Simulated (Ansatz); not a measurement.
# HfPRu: do energies and stresses tell the same story?

The calculation used Ansatz, DFT PBEsol, scalar-relativistic, plane waves, PAW.

Plane waves to 420 eV, a k mesh through Γ of 6×6×10 on the computed 9-atom cell and Gaussian smearing (0.10 eV); no spin polarisation.

Relaxed cell: P-62m, a = 6.370 Å, b = 6.370 Å, c = 3.751 Å, α = 90.00°, β = 90.00°, γ = 120.00°, 9 atoms in the primitive cell. Whether it is the stable form of this composition wasn't checked.

Energies at zero smearing and pressures from the stress tensor, at volumes with shape and atoms relaxed:
```csv
V (Å³/atom),E − E(first) (meV/atom),P (GPa)
12.889,0.00,40.43
13.328,-92.96,27.72
13.768,-153.77,16.94
14.207,-187.30,7.78
14.646,-197.66,0.01
15.086,-188.35,-6.59
15.525,-162.38,-12.17
16.111,-106.19,-18.30
```

Q: Check P = −dE/dV between neighbouring volumes, and get the bulk modulus from the pressures alone.

A: With 1 eV/Å³ = 160.2 GPa:
| middle V (Å³/atom) | −ΔE/ΔV (GPa) | mean P (GPa) |
| --- | --- | --- |
| 13.108 | 33.895 | 34.076 |
| 13.548 | 22.176 | 22.331 |
| 13.987 | 12.225 | 12.360 |
| 14.427 | 3.776 | 3.894 |
| 14.866 | -3.392 | -3.291 |
| 15.305 | -9.472 | -9.381 |
| 15.818 | -15.367 | -15.239 |

The two differ by 0.18 GPa at most. The mean of two end pressures misses the average over a step by about ΔV² P″/12, up to 0.17 GPa here; with that taken off 0.01 GPa remains. Around V = 14.646 Å³/atom, the two neighbours give B = −V ΔP/ΔV = 14.646 × 14.37 / 0.879 = 239.5 GPa, against B0 = 238.0 GPa from the Birch–Murnaghan fit of the energies.

Spin–orbit coupling is left out, which can shift energies with elements as heavy as these.